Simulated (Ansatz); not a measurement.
The start is a relaxed Nb cell displaced along its unstable phonon at q = (½, ½, 0) of its primitive reciprocal cell (176i cm⁻¹), largest move 0.15 Å. A full variable-cell relaxation at zero pressure is run with PBEsol (plane waves to 420 eV, PAW, scalar-relativistic; Ansatz, a first-principles code). The first steps use a coarse 12×12×12 k-mesh.

Input geometry:
```
CELL_PARAMETERS angstrom
      5.37044     0.00000     0.00000
      2.68522     2.68522     0.00000
      0.00000     0.00000     2.68522
ATOMIC_POSITIONS crystal
  Nb 0.00000 0.00000 0.05586
  Nb 0.50000 0.00000 0.94414
```

Problem. Which atoms feel the largest initial force, and how large is it?

Solution. 1.27 eV/Å, on Nb1, Nb2 (atoms numbered as listed).

Problem. How does the volume change?

Solution. -9.6 %, from 19.36 to 17.50 Å³/atom.

Problem. How do the shortest distances between atoms change?

Solution. The closest pairs of elements (up to four, under 3.6 Å), start → end: Nb–Nb 2.69 → 2.83 Å.

Problem. Write out the relaxed structure.

Solution. 
Space group Im-3m (No. 229); a = 3.2711 Å, b = 3.2711 Å, c = 3.2711 Å, α = 90.00°, β = 90.00°, γ = 90.00°

```csv
atom,site,symmetry,x,y,z
Nb,2a,m-3m,0.0000,0.0000,0.0000
```
(The calculation used a cell of 1 atom; values per cell refer to that cell.)

Final values are on a 20×20×20 k-mesh of the relaxed cell. No spin polarisation in the result.

The run could not lose the symmetry of its start.

Of the parent cell (Pm-3m (No. 221)): it is a generated cell of Nb: the first start was made by placing the elements on the sites of a structure type, and the end was not matched to a known phase here, so it may be hypothetical. Known forms of Nb include space group No. 229.
